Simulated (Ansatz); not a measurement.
Ru:
```yaml
crystal:
  lattice:
    - [-1.51636, 1.51636, 1.51636]
    - [1.51636, -1.51636, 1.51636]
    - [1.51636, 1.51636, -1.51636]
  atoms:
    - { symbol: Ru, position: [0.00000, 0.00000, 0.00000] }
```

Relaxed with r²SCAN.

Problem. Map the valence electron density (e/Å³), cut off at 6 on the plane through (0.000, 0.000, 0.000) spanned by u = [1, 1, 0] and v = [1, -1, 0] in lattice vectors, from r²SCAN in the plane-wave PAW code Ansatz.

Solution. x is the fraction of u, y of v (the angle between them is 90°; rows are the nearest grid lines); atoms in the plane: Ru at (0.00, 0.00), Ru at (0.50, 0.50).
```
|@@@%-       -%@@@|
|@@@#:       :#@@@|
|@@%=.       .=%@@|
|#*=:         :=*#|
|::.           .::|
|                 |
|       ...       |
|     .:===:.     |
|    .-*@@@*-.    |
|    :*@@@@@*:    |
|    -%@@@@@%-    |
|    -%@@@@@%-    |
|    :*@@@@@*:    |
|    .-*@@@*-.    |
|     .:===:.     |
|       ...       |
|                 |
|::.           .::|
|#*=:         :=*#|
|@@%=.       .=%@@|
|@@@#:       :#@@@|
|@@@%-       -%@@@|
```
Scale: ten equal steps from 0.260 (start of ' ') to 6.00 (end of '@'), in the order ' .:-=+*#%@'; x runs from 0.000 to 1.00, y from 0.000 (bottom) to 1.00 (top).

The density is the valence pseudo-density with augmentation charge, so density and ELF within about 1 Å of a nucleus are not all-electron values.

Space group Im-3m (bcc (W type)). The start of the workflow was typed in or built on a structure type; neither database checked (COD, Materials Project) lists it. It is not the phase usual at ambient conditions (space group No. 194). The r²SCAN relaxation kept the symmetry of its start. At this level the phase is mechanically unstable. The run is not spin-polarised.

Potentials: the earlier of the program's two PAW sets.
